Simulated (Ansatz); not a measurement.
CuAu:
Space group R-3m, hexagonal axes (No. 166); a = 2.8149 Å, b = 2.8149 Å, c = 12.6761 Å, α = 90.00°, β = 90.00°, γ = 120.00°

```json
[
 {"atom": "Cu", "site": "3b", "symmetry": "-3m", "x": "0.0000", "y": "0.0000", "z": "0.5000"},
 {"atom": "Au", "site": "3a", "symmetry": "-3m", "x": "0.0000", "y": "0.0000", "z": "0.0000"}
]
```
(The calculation used a cell of 2 atoms; values per cell refer to that cell.)

Relaxed with PBEsol.

Task: Which orbitals make up the states near the Fermi level in DFT-PBEsol in the program Ansatz with PAW potentials?

Result: Within 0.5 eV of the Fermi level: Cu 4s 25 %, Au 5d 18 %, Cu 3d 18 %, Au 6s 17 %, outside the projected shells 22 %. Projections are on Löwdin-orthogonalised atomic valence shells; empty p or d shells of many metals are not among them.

Task: Tabulate the density of states.

Result: States/eV per cell of 2 atoms, in 0.25 eV bins, energy from the Fermi level.

| E (eV) | total | Cu 3d | Au 5d | Au 6s |
|---|---|---|---|---|
| -7.85 | 0.33 | 0.01 | 0.04 | 0.18 |
| -7.60 | 0.40 | 0.01 | 0.08 | 0.20 |
| -7.35 | 1.03 | 0.05 | 0.55 | 0.29 |
| -7.10 | 1.50 | 0.06 | 0.98 | 0.33 |
| -6.85 | 1.09 | 0.06 | 0.73 | 0.19 |
| -6.60 | 2.21 | 0.17 | 1.59 | 0.12 |
| -6.35 | 3.21 | 0.20 | 2.35 | 0.10 |
| -6.10 | 2.85 | 0.17 | 2.41 | 0.08 |
| -5.85 | 1.63 | 0.11 | 1.43 | 0.04 |
| -5.60 | 1.94 | 0.20 | 1.52 | 0.13 |
| -5.35 | 3.85 | 0.69 | 2.74 | 0.30 |
| -5.10 | 4.46 | 0.74 | 3.39 | 0.24 |
| -4.85 | 3.19 | 0.36 | 2.58 | 0.16 |
| -4.60 | 2.45 | 0.31 | 1.98 | 0.08 |
| -4.35 | 2.88 | 0.47 | 2.24 | 0.08 |
| -4.10 | 2.94 | 0.56 | 2.23 | 0.06 |
| -3.85 | 2.25 | 0.44 | 1.66 | 0.04 |
| -3.60 | 2.09 | 0.61 | 1.29 | 0.04 |
| -3.35 | 2.52 | 1.45 | 0.82 | 0.04 |
| -3.10 | 3.05 | 2.21 | 0.59 | 0.04 |
| -2.85 | 4.53 | 3.55 | 0.76 | 0.03 |
| -2.60 | 6.52 | 5.34 | 0.95 | 0.04 |
| -2.35 | 6.40 | 5.27 | 0.96 | 0.03 |
| -2.10 | 6.39 | 5.06 | 1.20 | 0.04 |
| -1.85 | 7.34 | 5.75 | 1.46 | 0.05 |
| -1.60 | 5.51 | 4.08 | 1.27 | 0.07 |
| -1.35 | 0.85 | 0.43 | 0.23 | 0.08 |
| -1.10 | 0.68 | 0.25 | 0.19 | 0.09 |
| -0.85 | 0.64 | 0.19 | 0.17 | 0.10 |
| -0.60 | 0.63 | 0.16 | 0.15 | 0.10 |
| -0.35 | 0.62 | 0.13 | 0.13 | 0.10 |
| -0.10 | 0.63 | 0.12 | 0.12 | 0.10 |
| 0.15 | 0.61 | 0.10 | 0.10 | 0.10 |
| 0.40 | 0.55 | 0.07 | 0.09 | 0.10 |
| 0.65 | 0.53 | 0.06 | 0.07 | 0.10 |
| 0.90 | 0.52 | 0.05 | 0.06 | 0.10 |
| 1.15 | 0.53 | 0.04 | 0.06 | 0.11 |
| 1.40 | 0.59 | 0.04 | 0.06 | 0.15 |
| 1.65 | 0.55 | 0.03 | 0.05 | 0.13 |
| 1.90 | 0.51 | 0.03 | 0.04 | 0.11 |
| 2.15 | 0.47 | 0.03 | 0.03 | 0.10 |
| 2.40 | 0.43 | 0.02 | 0.03 | 0.08 |
| 2.65 | 0.43 | 0.02 | 0.02 | 0.08 |
| 2.90 | 0.50 | 0.02 | 0.02 | 0.12 |
| 3.15 | 0.67 | 0.03 | 0.05 | 0.20 |
| 3.40 | 0.64 | 0.03 | 0.04 | 0.17 |
| 3.65 | 0.57 | 0.02 | 0.03 | 0.13 |
| 3.90 | 0.54 | 0.02 | 0.02 | 0.11 |
| 4.15 | 0.52 | 0.01 | 0.02 | 0.09 |
| 4.40 | 0.47 | 0.01 | 0.02 | 0.07 |
| 4.65 | 0.46 | 0.01 | 0.02 | 0.07 |

The workflow started from a Materials Project entry (that database holds measured and hypothetical structures alike); the Crystallography Open Database copy checked does not list it. It is not the phase usual at ambient conditions (space group No. 123). Symmetry was held in the PBEsol relaxation; its stability against distortions is not shown here. No spin polarisation was allowed. Axis ratios of metals converge slowly with the k-mesh, so a and c are less sure than the volume. Scalar-relativistic: spin–orbit coupling is off unless named, which matters more the heavier the elements.

Potentials: the later of the program's two PAW sets.
